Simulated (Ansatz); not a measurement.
ZrTiO₄:
```xyz
24
Lattice="4.7147 0.0000 0.0000 0.0000 11.8249 0.0000 0.0000 0.0000 4.9446" Properties=species:S:1:pos:R:3 pbc="T T T"
Zr     2.3574     3.9472     3.7085
Zr     2.3574     7.8778     1.2362
Zr     0.0000     1.9653     1.2362
Zr     0.0000     9.8596     3.7085
Ti     2.3574     0.8556     3.7085
Ti     2.3574    10.9693     1.2362
Ti     0.0000     5.0568     1.2362
Ti     0.0000     6.7681     3.7085
O      3.4423     0.6225     2.1178
O      1.2724    11.2024     2.8269
O      3.6298     5.2899     4.5901
O      1.0850     6.5350     0.3546
O      1.0850     5.2899     2.8269
O      3.6298     6.5350     2.1178
O      1.2724     0.6225     0.3546
O      3.4423    11.2024     4.5901
O      3.6787     8.1300     4.5230
O      1.0360     3.6949     0.4216
O      3.3934     9.6074     2.0507
O      1.3214     2.2176     2.8940
O      1.3214     9.6074     0.4216
O      3.3934     2.2176     4.5230
O      1.0360     8.1300     2.8940
O      3.6787     3.6949     2.0507
```

Relaxed with r²SCAN. Special points in fractions of this cell's reciprocal vectors: Γ (0.000, 0.000, 0.000); X (0.500, 0.000, 0.000); S (0.500, 0.500, 0.000); Y (0.000, 0.500, 0.000); Z (0.000, 0.000, 0.500); U (0.500, 0.000, 0.500); R (0.500, 0.500, 0.500); T (0.000, 0.500, 0.500).

Task: List the band energies nearest the valence-band maximum at these points for r²SCAN in the plane-wave PAW code Ansatz.

Result: In eV from the valence-band maximum; about four levels below and three above (degenerate sets whole), none deeper than 8.9 eV; points with the same levels are listed once.

```
k                    below                above
-  -----------------------  -------------------
Γ  -0.26 -0.25 -0.16 -0.04       3.65 3.71 3.79
X  -0.28 -0.28 -0.09 -0.09  3.97 3.97 3.98 3.98
S  -0.32 -0.32 -0.04 -0.04  3.95 3.95 4.01 4.01
Y  -0.28 -0.28 -0.05 -0.05  3.73 3.73 3.81 3.81
Z  -0.19 -0.19 -0.08 -0.08  3.59 3.59 3.97 3.97
U  -0.39 -0.39 -0.39 -0.39  3.82 3.82 3.82 3.82
R  -0.45 -0.45 -0.45 -0.45  3.83 3.83 3.83 3.83
T  -0.12 -0.12 -0.12 -0.12  3.75 3.75 3.75 3.75
```

Space group Pbcn. The start of the workflow was typed in or built on a structure type; neither database checked (COD, Materials Project) lists it. Whether it is the stable phase at ambient conditions was not checked. The cell was relaxed with r²SCAN under the symmetry of its start; its stability against distortions is not shown here. The workflow began spin-polarised and lost its moments. Scalar-relativistic: spin–orbit coupling is off unless named, which matters more the heavier the elements.

Potentials: the later of the program's two PAW sets.
